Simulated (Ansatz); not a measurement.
## Profile along the Se–Cd line in CdSe (zinc blende)

CdSe (zinc blende)

```
CdSe
1.0
    0.00000     3.06666     3.06666
    3.06666     0.00000     3.06666
    3.06666     3.06666     0.00000
Se Cd
1 1
Direct
  0.75000   0.75000   0.75000
  0.00000   0.00000   0.00000
```

Fields along a shortest Se–Cd line of a {110} plane (2.66 Å), from Se to Cd, interpolated on the slice's grid (step about 0.3 Å). Method: r2SCAN (plane waves to 500 eV, PAW, scalar-relativistic; Ansatz, a quantum-chemistry and plane-wave program). k mesh 9×9×9. Inside the PAW spheres the values are not all-electron values, and peaks at nuclei hang on which shells count as valence. CdSe was relaxed with its symmetry unable to fall. The PAW data are Ansatz's earlier set.

```csv
distance from Se (Å),valence electron density (e/Å³),electron localisation function,density of the highest valence band (e/Å³),density of the lowest conduction band (e/Å³)
0.00,64.90,x,0.000,0.063
0.13,53.23,x,0.020,0.073
0.27,29.24,x,0.070,0.092
0.40,11.10,x,0.132,0.109
0.53,3.74,0.58,0.183,0.109
0.67,1.61,0.74,0.205,0.091
0.80,1.00,0.81,0.196,0.060
0.93,0.74,0.82,0.167,0.032
1.06,0.56,0.79,0.129,0.015
1.20,0.44,0.64,0.094,0.012
1.33,0.37,0.40,0.065,0.015
1.46,0.37,0.21,0.040,0.026
1.60,0.47,0.16,0.020,0.040
1.73,0.85,0.22,0.007,0.047
1.86,1.93,0.31,0.002,0.041
2.00,4.30,0.39,0.008,0.019
2.13,8.20,0.52,0.018,0.003
2.26,13.47,x,0.020,0.028
2.39,19.51,x,0.012,0.108
2.53,24.63,x,0.005,0.199
2.66,24.78,x,0.003,0.206
```

x: too close to a nucleus for the ELF to mean much. Band densities are of whole bands, smooth part only.

Density on the Se–Cd line (2.66 Å) at its density minimum, 1.4 Å from Se: 0.36 e/Å³. ELF at that point: 0.3. ELF maximum in the middle third of the Se–Cd line: 0.82, 0.9 Å from Se.
